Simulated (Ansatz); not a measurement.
LuNiC2:
Space group Amm2 (No. 38); a = 3.460 Å, b = 4.457 Å, c = 5.922 Å, α = 90.00°, β = 90.00°, γ = 90.00°

```tsv
atom	site	symmetry	x	y	z
Lu	2a	mm2	0.0000	0.0000	0.0016
Ni	2b	mm2	0.5000	0.5000	0.1107
C	4e	m..	0.5000	0.1540	0.3014
```
(The calculation used a cell of 4 atoms; values per cell refer to that cell.)

Relaxed with r²SCAN.

Q: Which orbitals make up the states near the Fermi level in the program Ansatz at the r²SCAN level (PAW)?

A: Within 0.5 eV of the Fermi level: Lu 5d 37 %, Ni 3d 29 %, C 2p 27 %. Projections are on Löwdin-orthogonalised atomic valence shells; empty p or d shells of many metals are not among them.

Q: Tabulate the density of states.

A: States/eV per cell of 4 atoms, in 0.25 eV bins, energy from the Fermi level.

```csv
E (eV),total,Lu 4f,Ni 3d,C 2p
-7.85,0.82,0.01,0.09,0.51
-7.60,1.25,0.01,0.13,0.79
-7.35,1.11,0.02,0.15,0.70
-7.10,1.34,0.02,0.21,0.85
-6.85,2.34,0.05,0.41,1.47
-6.60,2.65,0.07,0.51,1.65
-6.35,2.17,0.10,0.42,1.29
-6.10,3.46,0.37,0.76,1.83
-5.85,4.33,0.84,0.66,2.25
-5.60,3.17,1.33,0.30,1.26
-5.35,8.59,8.23,0.16,0.14
-5.10,43.75,42.10,0.55,0.72
-4.85,3.15,1.93,0.31,0.72
-4.60,0.46,0.18,0.06,0.19
-4.35,0.46,0.07,0.18,0.16
-4.10,1.11,0.08,0.58,0.30
-3.85,3.13,0.11,1.80,0.76
-3.60,5.29,0.10,3.31,1.02
-3.35,5.83,0.09,4.06,0.82
-3.10,2.72,0.04,2.04,0.29
-2.85,4.96,0.04,4.12,0.33
-2.60,3.26,0.02,2.55,0.37
-2.35,3.45,0.02,2.56,0.46
-2.10,2.76,0.01,2.14,0.31
-1.85,3.76,0.02,2.62,0.70
-1.60,2.08,0.01,1.33,0.47
-1.35,1.05,0.01,0.61,0.26
-1.10,0.94,0.00,0.45,0.23
-0.85,0.93,0.00,0.33,0.24
-0.60,0.83,0.00,0.26,0.22
-0.35,0.82,0.00,0.24,0.23
-0.10,0.86,0.00,0.24,0.25
0.15,1.08,0.00,0.31,0.29
0.40,1.37,0.00,0.39,0.36
0.65,0.92,0.00,0.24,0.26
0.90,0.80,0.00,0.20,0.23
1.15,0.89,0.00,0.21,0.28
1.40,1.65,0.00,0.34,0.63
1.65,2.44,0.01,0.47,0.92
1.90,2.13,0.00,0.38,0.71
2.15,1.91,0.00,0.32,0.60
2.40,1.61,0.00,0.23,0.46
2.65,1.49,0.00,0.16,0.38
2.90,1.30,0.00,0.12,0.34
3.15,1.15,0.00,0.10,0.30
3.40,0.97,0.00,0.08,0.26
3.65,1.02,0.00,0.07,0.23
3.90,1.17,0.00,0.06,0.23
4.15,1.82,0.00,0.09,0.32
4.40,1.44,0.00,0.05,0.26
4.65,1.34,0.00,0.04,0.18
```

The first step of the workflow began from a Materials Project structure, measured or hypothetical; the Crystallography Open Database copy checked does not list it. Whether it is the stable phase at ambient conditions was not checked. The r²SCAN relaxation kept the symmetry of its start; its stability against distortions is not shown here. The run is not spin-polarised. Scalar-relativistic: spin–orbit coupling is off unless named, which matters more the heavier the elements.

Potentials: the later of the program's two PAW sets.
